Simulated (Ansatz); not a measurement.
All numbers below come from DFT PBE, scalar-relativistic, plane waves, PAW in Ansatz 0.2.0. All cells share a 420 eV cutoff and Γ-centred k meshes spaced about 0.3 Å⁻¹ or finer (0.25 for metals, 2π included). No spin polarisation.

All energies are static (0 K, no zero-point motion).

Two relaxed structures of Sn2Sb3Te:

A.

```xyz
6
Lattice="-2.1999 2.1999 9.4734 2.1999 -2.1999 9.4734 2.1999 2.1999 -9.4734" Properties=species:S:1:pos:R:3 pbc="T T T"
Sn    0.0000    0.0000    6.2173
Sn    0.0000    0.0000   12.7295
Sb    0.0000    0.0000    3.0963
Sb    0.0000    0.0000   15.8506
Sb    0.0000    0.0000    0.0000
Te    0.0000    0.0000    9.4734
```

B.

```xyz
6
Lattice="4.4300 0.0000 0.0000 -2.2150 3.8365 0.0000 0.0000 0.0000 10.8013" Properties=species:S:1:pos:R:3 pbc="T T T"
Sn    0.0000    2.5577    1.9047
Sn    2.2150    1.2788    8.8966
Sb    0.0000    2.5577    7.1816
Sb    0.0000    0.0000    5.4006
Sb    2.2150    1.2788    3.6197
Te    0.0000    0.0000    0.0000
```

Problem. Which placement of the atoms is lower in energy, and by how much?

Solution. B is lower, by 24 meV/atom. The two share one framework of sites and differ in which element sits where. A has space group I4/mmm (No. 139), 30.6 Å³/atom and no gap on its mesh; B has space group P-3m1 (No. 164), 30.6 Å³/atom and no gap. Counting Sb or Te atoms around Sn (for each partner element, those within 1.25 times its shortest distance or 1.15 times the sum of covalent radii, where it is the nearest in units of that sum or under 1.3), A and B both have Sn 6. In A, Sn has 5 Sb at 3.12 Å and 1 Te at 3.26 Å; Sb on a site of symmetry 4mm is surrounded by 1 Sb at 3.10 Å and 5 Sn at 3.12 Å; Te is surrounded by 4 Sb at 3.11 Å and 2 Sn at 3.26 Å; 1 more site not described. In B, Sn has 3 Sb at 3.08 Å and 3 Te at 3.19 Å; around Sb on a site of symmetry 3m lie 3 Sn at 3.08 Å and 3 Sb at 3.12 Å; Te is surrounded by 6 Sn at 3.19 Å; 1 more site not described. Both come from trial cells of a structure search.

The k mesh leaves some 4 meV/atom of noise in the energy of each metallic cell. These runs have no spin–orbit coupling, which can matter for Sb and Te. B has imaginary phonons (to 51i cm⁻¹ on its k mesh, which matters in a metal), so it may be a saddle point. Other cells relaxed within their symmetry can be saddle points.
